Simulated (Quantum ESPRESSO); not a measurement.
AsSi2O5N, one run as intended and one with a planted mistake

Simulated, not a measurement. The program is pw.x of Quantum ESPRESSO 7.5 (plane-wave density functional theory). The cell is made up: 9 atoms on a quartz lattice, with randomly drawn elements, strain and displacements, not relaxed. PseudoDojo standard norm-conserving files (v0.5 for PBE, v0.4.1 for LDA and PBEsol) set the functional; there is no spin polarisation, spin-orbit coupling or dispersion term, and the masses in the input are unused placeholders.

Intended input:

```
&control calculation='scf', pseudo_dir='./dojo.nc.sr.pbe.v0_5.standard.upf', outdir='./o', disk_io='low', tprnfor=.true., tstress=.true. /
&system ibrav=0, nat=9, ntyp=4, nbnd=35, ecutwfc=84.00895049, nosym=.true., tot_charge=0,
 occupations='smearing', smearing='fd', degauss=0.0018374661
/
&electrons conv_thr=7.350e-09, electron_maxstep=60, /
ATOMIC_SPECIES
As 1.0 As.upf
N 1.0 N.upf
O 1.0 O.upf
Si 1.0 Si.upf
CELL_PARAMETERS angstrom
4.8876 -0.0425 -0.0341
-2.4806 4.4097 -0.0172
-0.0376 -0.0437 5.5327
ATOMIC_POSITIONS angstrom
As 2.2498 -0.029 3.6568
Si -1.1547 2.0986 1.8552
Si 1.2488 2.2919 -0.0065
O 1.3252 1.1595 4.3092
N 3.2424 0.6532 2.489
O 2.6728 2.5587 0.6424
O 0.2916 1.8053 1.1665
O -1.1684 3.1519 3.0269
O 0.7374 3.7162 4.802
K_POINTS automatic
5 5 4 1 1 1
```

The log is shortened where brackets say so; the opening notice, blank lines, dates and the lines on written files are dropped, and the path of the files is cut. It prints rydbergs, bohrs and kilobars, and counts compression as positive stress. Where no state is partly filled, the Fermi energy that it prints is only some level between the filled and the empty states on the mesh, and need not lie in the true gap.

Log of the intended run:

```
     Program PWSCF v.7.5
     Parallel version (MPI & OpenMP), running on       4 processor cores
     Number of MPI processes:                 4
     Threads/MPI process:                     1
     [start-up lines left out]
     bravais-lattice index     =            0
     lattice parameter (alat)  =       9.2368  a.u.
     unit-cell volume          =     800.6839 (a.u.)^3
     number of atoms/cell      =            9
     number of atomic types    =            4
     number of electrons       =        58.00
     number of Kohn-Sham states=           35
     kinetic-energy cutoff     =      84.0090  Ry
     charge density cutoff     =     336.0358  Ry
     scf convergence threshold =      7.3E-09
     mixing beta               =       0.7000
     number of iterations used =            8  plain     mixing
     Exchange-correlation= PBE
                           (   1   4   3   4   0   0   0)
     [axes and pseudopotential details left out]
   Cartesian axes
     site n.     atom                  positions (alat units)
         1        As     tau(   1) = (   0.4602791  -0.0059330   0.7481326  )
         2        Si     tau(   2) = (  -0.2362362   0.4293456   0.3795492  )
         3        Si     tau(   3) = (   0.2554878   0.4688922  -0.0013298  )
         4        O      tau(   4) = (   0.2711183   0.2372183   0.8816049  )
         5        N      tau(   5) = (   0.6633519   0.1336360   0.5092162  )
         6        O      tau(   6) = (   0.5468193   0.5234759   0.1314265  )
         7        O      tau(   7) = (   0.0596575   0.3693403   0.2386504  )
         8        O      tau(   8) = (  -0.2390391   0.6448368   0.6192634  )
         9        O      tau(   9) = (   0.1508622   0.7602850   0.9824252  )
     number of k points=    50  Fermi-Dirac smearing, width (Ry)=  0.0018
                       cart. coord. in units 2pi/alat
        k(    1) = (   0.1022587   0.1688069   0.1124604), wk =   0.0400000
        k(    2) = (   0.1038149   0.1705438   0.3333490), wk =   0.0400000
     [further k points left out]
     Dense  grid:    83287 G-vectors     FFT dimensions: (  54,  60,  64)
     Estimated max dynamical RAM per process >     182.93 MB
     Estimated total dynamical RAM >     670.72 MB
     Initial potential from superposition of free atoms
     starting charge      57.9985, renormalised to      58.0000
     Starting wfcs are   41 randomized atomic wfcs
     total cpu time spent up to now is        2.7 secs
     per-process dynamical memory:   140.2 Mb
     Self-consistent Calculation
     iteration #  1     ecut=    84.01 Ry     beta= 0.70
     Davidson diagonalization with overlap
     ethr =  1.00E-02,  avg # of iterations =  3.0
     total cpu time spent up to now is        7.4 secs
     total energy              =    -414.35980940 Ry
     estimated scf accuracy    <       2.66533195 Ry
     iteration #  2     ecut=    84.01 Ry     beta= 0.70
     Davidson diagonalization with overlap
     ethr =  4.60E-03,  avg # of iterations =  3.0
     total cpu time spent up to now is       11.8 secs
     total energy              =    -415.08939112 Ry
     estimated scf accuracy    <       1.98278214 Ry
     [iterations 3 to 10 left out]
     iteration # 11     ecut=    84.01 Ry     beta= 0.70
     Davidson diagonalization with overlap
     ethr =  5.78E-11,  avg # of iterations =  3.8
     total cpu time spent up to now is       49.0 secs
     total energy              =    -415.49196873 Ry
     estimated scf accuracy    <          9.8E-09 Ry
     iteration # 12     ecut=    84.01 Ry     beta= 0.70
     Davidson diagonalization with overlap
     ethr =  1.68E-11,  avg # of iterations =  2.0
     total cpu time spent up to now is       52.6 secs
     End of self-consistent calculation
     [lines on levels left out]
     the Fermi energy is     7.7743 ev
!    total energy              =    -415.49196873 Ry
     estimated scf accuracy    <          1.5E-09 Ry
     smearing contrib. (-TS)   =      -0.00000000 Ry
     internal energy E=F+TS    =    -415.49196873 Ry
     The total energy is F=E-TS. E is the sum of the following terms:
     one-electron contribution =    -269.09168011 Ry
     hartree contribution      =     163.06860704 Ry
     xc contribution           =    -102.78354983 Ry
     ewald contribution        =    -206.68534583 Ry
     convergence has been achieved in  12 iterations
     Forces acting on atoms (cartesian axes, Ry/au):
     atom    1 type  1   force =     0.11935386    0.05903838   -0.14313705
     atom    2 type  4   force =    -0.05477543   -0.09499083   -0.07090285
     atom    3 type  4   force =     0.00606590    0.05289754   -0.01907636
     atom    4 type  3   force =    -0.10181305    0.06413746    0.06495368
     atom    5 type  2   force =    -0.00932632   -0.06258158   -0.00349943
     atom    6 type  3   force =     0.05716119    0.02011391   -0.00013005
     atom    7 type  3   force =    -0.02465290    0.01352135    0.00089850
     atom    8 type  3   force =    -0.04328535    0.04003210    0.06042663
     atom    9 type  3   force =     0.05127210   -0.09216834    0.11046693
     Total force =     0.340735     Total SCF correction =     0.000092
     Computing stress (Cartesian axis) and pressure
          total   stress  (Ry/bohr**3)                   (kbar)     P=      103.86
   0.00069855   0.00007854  -0.00005427          102.76       11.55       -7.98
   0.00007854   0.00072052   0.00032045           11.55      105.99       47.14
  -0.00005427   0.00032045   0.00069908           -7.98       47.14      102.84
     init_run     :      2.58s CPU      2.64s WALL (       1 calls)
     electrons    :     49.78s CPU     49.96s WALL (       1 calls)
     forces       :      0.72s CPU      0.72s WALL (       1 calls)
     stress       :      2.37s CPU      2.37s WALL (       1 calls)
     [timing details left out]
     PWSCF        :     55.52s CPU     55.78s WALL
     JOB DONE.
```

A second run has one planted mistake: the files are those of another functional. The input lines that differ, file-writing options aside:

```
- &control calculation='scf', pseudo_dir='./dojo.nc.sr.pbe.v0_5.standard.upf', outdir='./o', disk_io='low', tprnfor=.true., tstress=.true. /
+ &control calculation='scf', pseudo_dir='./dojo.nc.sr.pbesol.v0_4_1.standard.upf', outdir='./o', disk_io='low', tprnfor=.true., tstress=.true. /
```

Its log:

```
     Program PWSCF v.7.5
     Parallel version (MPI & OpenMP), running on       4 processor cores
     Number of MPI processes:                 4
     Threads/MPI process:                     1
     [start-up lines left out]
     bravais-lattice index     =            0
     lattice parameter (alat)  =       9.2368  a.u.
     unit-cell volume          =     800.6839 (a.u.)^3
     number of atoms/cell      =            9
     number of atomic types    =            4
     number of electrons       =        58.00
     number of Kohn-Sham states=           35
     kinetic-energy cutoff     =      84.0090  Ry
     charge density cutoff     =     336.0358  Ry
     scf convergence threshold =      7.3E-09
     mixing beta               =       0.7000
     number of iterations used =            8  plain     mixing
     Exchange-correlation= PBESOL
                           (   1   4  10   8   0   0   0)
     [axes and pseudopotential details left out]
   Cartesian axes
     site n.     atom                  positions (alat units)
         1        As     tau(   1) = (   0.4602791  -0.0059330   0.7481326  )
         2        Si     tau(   2) = (  -0.2362362   0.4293456   0.3795492  )
         3        Si     tau(   3) = (   0.2554878   0.4688922  -0.0013298  )
         4        O      tau(   4) = (   0.2711183   0.2372183   0.8816049  )
         5        N      tau(   5) = (   0.6633519   0.1336360   0.5092162  )
         6        O      tau(   6) = (   0.5468193   0.5234759   0.1314265  )
         7        O      tau(   7) = (   0.0596575   0.3693403   0.2386504  )
         8        O      tau(   8) = (  -0.2390391   0.6448368   0.6192634  )
         9        O      tau(   9) = (   0.1508622   0.7602850   0.9824252  )
     number of k points=    50  Fermi-Dirac smearing, width (Ry)=  0.0018
                       cart. coord. in units 2pi/alat
        k(    1) = (   0.1022587   0.1688069   0.1124604), wk =   0.0400000
        k(    2) = (   0.1038149   0.1705438   0.3333490), wk =   0.0400000
     [further k points left out]
     Dense  grid:    83287 G-vectors     FFT dimensions: (  54,  60,  64)
     Estimated max dynamical RAM per process >     182.93 MB
     Estimated total dynamical RAM >     670.72 MB
     Initial potential from superposition of free atoms
     starting charge      57.9986, renormalised to      58.0000
     Starting wfcs are   41 randomized atomic wfcs
     total cpu time spent up to now is        2.5 secs
     per-process dynamical memory:   142.2 Mb
     Self-consistent Calculation
     iteration #  1     ecut=    84.01 Ry     beta= 0.70
     Davidson diagonalization with overlap
     ethr =  1.00E-02,  avg # of iterations =  3.0
     total cpu time spent up to now is        6.9 secs
     total energy              =    -413.58332412 Ry
     estimated scf accuracy    <       2.52924795 Ry
     iteration #  2     ecut=    84.01 Ry     beta= 0.70
     Davidson diagonalization with overlap
     ethr =  4.36E-03,  avg # of iterations =  3.0
     total cpu time spent up to now is       11.0 secs
     total energy              =    -414.27114826 Ry
     estimated scf accuracy    <       1.95012181 Ry
     [iterations 3 to 10 left out]
     iteration # 11     ecut=    84.01 Ry     beta= 0.70
     Davidson diagonalization with overlap
     ethr =  7.14E-11,  avg # of iterations =  4.0
     total cpu time spent up to now is       47.0 secs
     total energy              =    -414.66720197 Ry
     estimated scf accuracy    <          9.2E-09 Ry
     iteration # 12     ecut=    84.01 Ry     beta= 0.70
     Davidson diagonalization with overlap
     ethr =  1.58E-11,  avg # of iterations =  2.0
     total cpu time spent up to now is       50.6 secs
     End of self-consistent calculation
     [lines on levels left out]
     the Fermi energy is     7.5767 ev
!    total energy              =    -414.66720197 Ry
     estimated scf accuracy    <          1.7E-09 Ry
     smearing contrib. (-TS)   =      -0.00000000 Ry
     internal energy E=F+TS    =    -414.66720197 Ry
     The total energy is F=E-TS. E is the sum of the following terms:
     one-electron contribution =    -268.98102279 Ry
     hartree contribution      =     162.52375885 Ry
     xc contribution           =    -101.52459220 Ry
     ewald contribution        =    -206.68534583 Ry
     convergence has been achieved in  12 iterations
     Forces acting on atoms (cartesian axes, Ry/au):
     atom    1 type  1   force =     0.11784758    0.05728478   -0.13975328
     atom    2 type  4   force =    -0.05321743   -0.09138910   -0.07149510
     atom    3 type  4   force =     0.00640830    0.05231402   -0.01850094
     atom    4 type  3   force =    -0.09366360    0.05903592    0.06388281
     atom    5 type  2   force =    -0.01435288   -0.06166793    0.00225056
     atom    6 type  3   force =     0.05400332    0.01612447    0.00192219
     atom    7 type  3   force =    -0.02613233    0.01681904   -0.00105743
     atom    8 type  3   force =    -0.03613141    0.04342012    0.05962685
     atom    9 type  3   force =     0.04523845   -0.09194131    0.10312434
     Total force =     0.329389     Total SCF correction =     0.000103
     Computing stress (Cartesian axis) and pressure
          total   stress  (Ry/bohr**3)                   (kbar)     P=       68.65
   0.00046056   0.00008473  -0.00005813           67.75       12.46       -8.55
   0.00008473   0.00048267   0.00031046           12.46       71.00       45.67
  -0.00005813   0.00031046   0.00045678           -8.55       45.67       67.19
     init_run     :      2.40s CPU      2.48s WALL (       1 calls)
     electrons    :     47.91s CPU     48.07s WALL (       1 calls)
     forces       :      0.71s CPU      0.72s WALL (       1 calls)
     stress       :      2.26s CPU      2.26s WALL (       1 calls)
     [timing details left out]
     PWSCF        :     53.35s CPU     53.64s WALL
     JOB DONE.
```

|  | intended run | run with the mistake |
| --- | --- | --- |
| free energy (eV) | -5653.056 | -5641.835 |
| smearing term -TS (eV) | 0.0000 | 0.0000 |
| pressure (GPa) | 10.39 | 6.86 |
| largest force component (eV/Å) | 3.680 | 3.593 |
| largest change of a force component (eV/Å) |  | 0.210 |
| iterations | 12 | 12 |

For scale, a rerun of the intended cell at 1437 eV and a 7 x 7 x 6 mesh moved values by no more than 0.004 eV in energy, 0.02 GPa in stress and 0.002 eV/Å in force. Files of another functional have another zero of energy, so the energy change says nothing on stability.